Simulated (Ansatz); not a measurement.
Electric field gradients in AlRu under strain

The cell is a COD entry, relaxed with PBE at fixed cell and then changed (z compressed by 2 %, ions relaxed).

```xyz
2
Lattice="2.9916 0.0000 0.0000 0.0000 2.9916 0.0000 0.0000 0.0000 2.9318" Properties=species:S:1:pos:R:3 pbc="T T T"
Al    0.0000    0.0000    0.0000
Ru    1.4958    1.4958    1.4659
```

Sites (sets of like atoms) are named by element and the number of their first atom in this list.

Method: Kohn–Sham DFT in Ansatz, PBE, plane waves and PAW, scalar-relativistic, 420 eV cutoff, Γ-centred 16×16×16 k-points, Fermi–Dirac smearing 0.05 eV.

Conventions: |V_zz| ≥ |V_yy| ≥ |V_xx|, η = (V_xx − V_yy)/V_zz, C_Q = eQV_zz/h. Directions are in the Cartesian axes of the cell vectors above, for the atom listed; none is given where the gradient is under 0.02 or η is above 0.95.

```json
{"site": "Al", "first atom": "1", "first shell": "8 Ru at 2.57 Å, 6 Al at 2.93–2.99 Å", "V_zz (10²¹ V/m²)": "-0.019", "η": "0.00", "direction of V_zz (x, y, z)": "–"}
{"site": "Ru", "first atom": "2", "first shell": "8 Al at 2.57 Å, 6 Ru at 2.93–2.99 Å", "V_zz (10²¹ V/m²)": "-0.91", "η": "0.00", "direction of V_zz (x, y, z)": "0.00 0.00 1.00"}
```

An axis of threefold or higher order runs through Al and Ru, so V_zz lies along it and η is zero.

The run finds no gap above 0.1 eV (a metal, or nearly one), so the gradients can move by 10 % or more with the k-mesh. Without spin–orbit coupling (the program notes it for Ru) the gradients can shift somewhat, as the gap is small. With these PAW files V_zz is typically within 2 to 3 % of all-electron values, but misses above 10 % occur on Ru. At this changed cell the PBE pressure is 7 GPa.
